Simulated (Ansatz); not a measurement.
# Magnetic order of Ba2Fe2S2OF2 at several levels

```
Ba Fe S O F
1.0
    -2.06189    2.06189    9.54425
     2.06189   -2.06189    9.54425
     2.06189    2.06189   -9.54425
Ba Fe S O F
2 2 2 1 2
Cartesian
  0.0000 0.0000 12.7112
  0.0000 0.0000 6.3773
  2.0619 0.0000 0.0000
  0.0000 2.0619 0.0000
  0.0000 0.0000 1.6626
  0.0000 0.0000 17.4259
  0.0000 0.0000 9.5442
  2.0619 0.0000 4.7721
  0.0000 2.0619 4.7721
```

The same starts (parallel, antiparallel patterns that fit this cell, and no moments) were run with plane-wave PAW DFT (Ansatz 0.2.0; atoms fixed, collinear spin, no spin-orbit coupling; 7×7×7 Γ-centred mesh, fermi-dirac occupations of width 0.050 eV) at these levels: r2SCAN, 500 eV; r2SCAN with U_eff = 3.1 eV on Fe d (all-electron-ortho-atomic projectors), 500 eV.

Question: How do order, exchange and moments depend on the level?

Answer: The runs give, at zero smearing:

```csv
level,lowest state,mean moment on Fe (μB),parallel less best compensated antiparallel (meV per Fe),gain over no moments (meV per Fe)
r2SCAN,"antiparallel, compensated",3.28,+5,1884
r2SCAN + U,"antiparallel, compensated",3.38,+30,2257
```

Site moments are taken in small spheres that don't touch (radius about 0.4 of the atom's shortest bond), so those of the magnetic atoms read low. Only r2SCAN + U resolves the two orders, and it favours antiparallel moments: the difference runs from +5 to +30 meV per Fe.

The cell is that of a Crystallography Open Database entry, unchanged.

Caveats: only orders that fit this cell were tried, so the true order may need a larger cell or canted moments; atoms and cell are held at the entry's values; differences under about 5 meV per magnetic atom weren't tested against a denser mesh or another U, and are taken as unresolved; the U is a value in common use, not computed for this crystal; the state without moments isn't the paramagnet, so the last column is no ordering energy, and a U inflates it.
